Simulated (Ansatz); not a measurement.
V (bcc)

Method: PBEsol, scalar-relativistic; collinear spin; PAW, 420 eV, 20×20×20 k-mesh, Gaussian smearing of 0.05 eV; code Ansatz; PAW files: Ansatz's generated set soft_2.

```xyz
1
Lattice="-1.4792 1.4792 1.4792 1.4792 -1.4792 1.4792 1.4792 1.4792 -1.4792" Properties=species:S:1:pos:R:3 pbc="T T T"
V     0.0000    0.0000    0.0000
```

Magnetic state: non-magnetic, site spin moments none.

Which orbitals carry the states at the Fermi level, and how many states are there?

Within 0.1 eV of it: V 3d 92 %, V 4s 8 % (shares among the projected shells). The density of states at the Fermi level is about 1.8 states/eV per cell, averaged over 0.3 eV.

Density of states (tetrahedra, averaged over 0.3 eV; states/eV per cell of 1 atom; energy in eV from the Fermi level):

```json
{"E (eV)": "-5.80", "DOS": "0.07"}
{"E (eV)": "-5.50", "DOS": "0.08"}
{"E (eV)": "-5.20", "DOS": "0.10"}
{"E (eV)": "-4.90", "DOS": "0.12"}
{"E (eV)": "-4.60", "DOS": "0.14"}
{"E (eV)": "-4.30", "DOS": "0.16"}
{"E (eV)": "-4.00", "DOS": "0.20"}
{"E (eV)": "-3.70", "DOS": "0.26"}
{"E (eV)": "-3.40", "DOS": "0.45"}
{"E (eV)": "-3.10", "DOS": "0.86"}
{"E (eV)": "-2.80", "DOS": "1.04"}
{"E (eV)": "-2.50", "DOS": "1.35"}
{"E (eV)": "-2.20", "DOS": "1.31"}
{"E (eV)": "-1.90", "DOS": "0.85"}
{"E (eV)": "-1.60", "DOS": "0.54"}
{"E (eV)": "-1.30", "DOS": "1.75"}
{"E (eV)": "-1.00", "DOS": "1.95"}
{"E (eV)": "-0.70", "DOS": "1.74"}
{"E (eV)": "-0.40", "DOS": "1.77"}
{"E (eV)": "-0.10", "DOS": "2.08"}
{"E (eV)": "0.20", "DOS": "1.36"}
{"E (eV)": "0.50", "DOS": "0.67"}
{"E (eV)": "0.80", "DOS": "0.47"}
{"E (eV)": "1.10", "DOS": "0.51"}
{"E (eV)": "1.40", "DOS": "0.67"}
{"E (eV)": "1.70", "DOS": "1.17"}
{"E (eV)": "2.00", "DOS": "1.56"}
{"E (eV)": "2.30", "DOS": "2.03"}
{"E (eV)": "2.60", "DOS": "2.34"}
{"E (eV)": "2.90", "DOS": "3.25"}
{"E (eV)": "3.20", "DOS": "1.76"}
{"E (eV)": "3.50", "DOS": "1.20"}
{"E (eV)": "3.80", "DOS": "1.06"}
{"E (eV)": "4.10", "DOS": "0.67"}
{"E (eV)": "4.40", "DOS": "0.42"}
{"E (eV)": "4.70", "DOS": "0.37"}
{"E (eV)": "5.00", "DOS": "0.35"}
```

The calculation's cell holds 13 valence electrons, an odd number. Without magnetic order each band takes two, so one stays part-filled and the crystal must be a metal. (Only strong correlation, outside this picture, could make a Mott insulator of it.) The relaxed cell is 6 % smaller in volume than the cell of this structure in the Crystallography Open Database (13.78 Å³/atom, 2012).
